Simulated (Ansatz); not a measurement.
Relaxed-ion elastic tensor of ScB (rock salt, space group No. 225) in GPa (Voigt order), DFT-PBEsol in the program Ansatz with PAW potentials; density 3.17 g/cm³, 14.59 Å³ per atom.

```
  261   37.9   37.9    0.0    0.0    0.0
 37.9    261   37.9    0.0    0.0    0.0
 37.9   37.9    261    0.0    0.0    0.0
  0.0    0.0    0.0  -48.4    0.0    0.0
  0.0    0.0    0.0    0.0  -48.4    0.0
  0.0    0.0    0.0    0.0    0.0  -48.4
```

Problem. Is the crystal mechanically stable?

Solution. No: the smallest eigenvalue of C is -48.4 GPa.

Space group Fm-3m (rock salt). The cell is a constructed one: a structure type filled with these elements; neither database checked (COD, Materials Project) lists it. Its standing as an ambient phase is unchecked. The PBEsol relaxation kept the symmetry of its start. At this level the phase is mechanically unstable. No spin polarisation was allowed. As this level gives no gap, shear constants depend on the k-mesh and smearing (Fermi–Dirac, 0.1 eV here).

Potentials: the earlier of the program's two PAW sets. The files were generated under PBE; for other functionals the program regenerates the frozen cores, and for LDA and PBEsol the local potential too.
